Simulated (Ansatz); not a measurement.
**Question.** Hf (hcp (Mg type), space group No. 194) is relaxed with LDA in the plane-wave PAW code Ansatz. What lattice parameters of the conventional cell result?

**Answer.** a = 3.121 Å, c = 4.939 Å.

Its a lies over 2 % below tabulated measurements.

Space group P6_3/mmc (hcp (Mg type)). The LDA relaxation kept the symmetry of its start. The run is not spin-polarised. Axis ratios of metals converge slowly with the k-mesh, so a and c are less sure than the volume. Spin–orbit coupling is left out wherever it is not named.

Potentials: the later of the program's two PAW sets.
